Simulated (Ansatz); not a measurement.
## SnGe$_{3}$: computed property card

SnGe$_{3}$:
```
SnGe3
1.0
    4.16633     0.00000     0.00000
    0.00000     4.16633     0.00000
    0.00000     0.00000     5.91942
Ge Sn
3 1
Cartesian
  2.08317   0.00000   4.54456
  0.00000   0.00000   0.00000
  0.00000   2.08317   1.37486
  2.08317   2.08317   2.95971
```

Space group P-4m2 (No. 115); conventional cell a = b = 4.1663 Å, c = 5.9194 Å, α = β = γ = 90.00°.

Method: DFT-PBEsol in the program Ansatz with PAW potentials. The cell and atoms are relaxed at this level. Other levels are named where they apply.

### Cell and energy

- Volume per atom: 25.69 Å³
- Density: 5.44 g/cm³
- Formation energy from the elements (no fitted shifts): 50 meV/atom

### Electronic structure

- Electronic character: metallic (no gap)
- Density of states at the Fermi level: 0.04 states/eV per atom (mean over ±0.08 eV)

### Mechanics

- Bulk modulus (Birch–Murnaghan fit) = 58.1 GPa
- Pressure derivative B′ = 4.8

### Phonons

- Highest zone-centre frequency = 7.56 THz
- Zone-centre stability = no imaginary mode at Γ

The start of the workflow was typed in or built on a structure type; neither database checked (COD, Materials Project) lists it. Whether it is the stable phase at ambient conditions was not checked. Symmetry was held in the PBEsol relaxation. As this level gives no gap, phonon frequencies hold no LO–TO term and depend on the k-mesh and smearing (Fermi–Dirac, 0.1 eV here). The references are the lowest solids computed at this level, not always the standard phases. Scalar-relativistic: spin–orbit coupling is off unless named, which matters more the heavier the elements.

Potentials: the earlier of the program's two PAW sets. The files were generated under PBE; for other functionals the program regenerates the frozen cores, and for LDA and PBEsol the local potential too.
